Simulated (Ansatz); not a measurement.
SiC (wurtzite)

```yaml
crystal:
  lattice:
    - [3.07595, 0.00000, 0.00000]
    - [-1.53798, 2.66386, 0.00000]
    - [0.00000, 0.00000, 5.04779]
  atoms:
    - { symbol: Si, position: [0.66667, 0.33333, 0.00051] }
    - { symbol: Si, position: [0.33333, 0.66667, 0.50051] }
    - { symbol: C, position: [0.66667, 0.33333, 0.62469] }
    - { symbol: C, position: [0.33333, 0.66667, 0.12469] }
```

The volume is varied about the relaxed value V₀ at fixed cell shape. The atoms relax within the cell's symmetry.

Method: PBEsol (plane waves to 420 eV, PAW, scalar-relativistic; Ansatz, a quantum-chemistry and plane-wave program). k mesh 12×12×7 (Γ-centred), Fermi-Dirac smearing 0.05 eV. Energies are smeared free energies. Stress and pressure are positive under compression. With the shape held, the modulus is that of even scaling; a crystal free to change shape is softer. SiC was relaxed with its symmetry unable to fall. The PAW data are Ansatz's earlier set. ΔE is measured from the relaxed starting cell.

| V (Å³/atom) | ΔE (meV/atom) |
|---|---|
| 9.720 | withheld |
| 9.875 | 15.7 |
| 10.030 | 6.8 |
| 10.185 | 1.7 |
| 10.340 | 0.0 |
| 10.495 | 1.6 |
| 10.650 | 6.2 |
| 10.806 | 13.5 |
| 10.961 | 23.5 |

Task: Fit a third-order Birch-Murnaghan form (E₀, V₀, B₀, B₀′ free) to the given rows and predict ΔE at V = 9.720.

Result: Least squares on the 8 given rows: ΔE = E₀ + (9V₀B₀/16)·y²·[2 + (B₀′ − 4)y], y = (V₀/V)^(2/3) − 1, with V₀ = 10.340 Å³/atom, B₀ = 222.3 GPa (160.2 GPa = 1 eV/Å³; the term in eV is multiplied by 1000), B₀′ = 4.01, E₀ = 0.03 meV/atom; root-mean-square residual 0.03 meV/atom. At 9.720 the fit gives 28.6 meV/atom; the calculation gives 28.7 meV/atom, so the extrapolation is off by -0.1 (-0.3 %). For the pressure the fit gives 15.6 GPa against the computed 15.6 GPa.

(Under strain, the slope of the energy per volume gives the stress and its curvature an elastic modulus.)
